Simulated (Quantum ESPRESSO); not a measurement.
Zn3PdMo3Ta, a curve over one atom's position

Computed values, not a measurement. The program is pw.x of Quantum ESPRESSO 7.5 (plane-wave density functional theory). The cell is made up: eight metal atoms on a face-centred cubic lattice, with elements, volume, strain and displacements drawn at random and not relaxed, so it may be unstable or far from any real phase. PseudoDojo standard norm-conserving files set the functional (PBE unless stated); there is no spin polarisation or spin-orbit coupling, the Fermi-Dirac width of 0.25 eV means electrons at about 2900 K, and the masses in the input are unused placeholders. Heavy elements are run without spin-orbit coupling, which real alloys of them have. A spin test at this wide smearing found no moment, but such smearing suppresses magnetism that the real alloy may have.

Seven runs move atom 8 (Mo, counted in the order of the input) along x and keep all else fixed.

Input of the run at -0.0031:

```
&control calculation='scf', pseudo_dir='./dojo.nc.sr.pbe.v0_5.standard.upf', outdir='./o', disk_io='minimal', tprnfor=.true., tstress=.true. /
&system ibrav=0, nat=8, ntyp=4, nbnd=81, ecutwfc=84.00895049, nosym=.true., tot_charge=0,
 occupations='smearing', smearing='fd', degauss=0.0183746611
/
&electrons conv_thr=1.470e-08, electron_maxstep=70, mixing_beta=0.5 /
ATOMIC_SPECIES
Mo 1.0 Mo.upf
Pd 1.0 Pd.upf
Ta 1.0 Ta.upf
Zn 1.0 Zn.upf
CELL_PARAMETERS angstrom
0.0166 0.0238 -4.0367
-4.0587 -0.0168 0.0166
2.0546 8.0386 1.9625
ATOMIC_POSITIONS angstrom
Zn -0.0283 -0.0018 -0.0593
Pd -1.8938 1.9454 -0.0829
Zn -0.008 4.0463 -0.0093
Mo -1.8864 6.082 0.0276
Zn -1.9859 -0.0936 -1.9368
Mo -0.0109 2.1081 -2.0693
Ta -1.9576 3.9937 -1.9849
Mo 0.2926 6.0248 -1.9702
K_POINTS automatic
6 6 3 1 1 1
```

```
shift of atom 8 along x (Å)  free energy less that of the input shown (eV)  Fx on atom 8 (eV/Å)  Fy on atom 8 (eV/Å)  Fz on atom 8 (eV/Å)  pressure (GPa)  iterations
                    -0.0879                                        -0.0404               -0.382               -0.324               -0.113           -7.31          18
                    -0.0388                                        -0.0191               -0.489               -0.350               -0.103           -7.09          18
                    -0.0294                                        -0.0144               -0.512               -0.356               -0.101           -7.03          18
                    -0.0031                                         0.0000               -0.582               -0.373               -0.095           -6.87          18
                    +0.0143                                         0.0106               -0.633               -0.385               -0.092           -6.74          18
                    +0.0534                                         0.0378               -0.764               -0.414               -0.083           -6.42          18
                    +0.0954                                         0.0734               -0.934               -0.446               -0.073           -6.01          18
```

A cubic fit gives dFx/dx = -2.86 eV/Å² at zero shift. Across the table the energy follows minus the integral of the force to 0.1 meV. A rerun of one of the cells at a higher cutoff and on a denser mesh moved values by no more than 0.004 eV in energy, 0.07 GPa in stress and 0.007 eV/Å in force, and a second program with other atomic files agreed on that cell to 2 % rms in force and 0.5 GPa in pressure.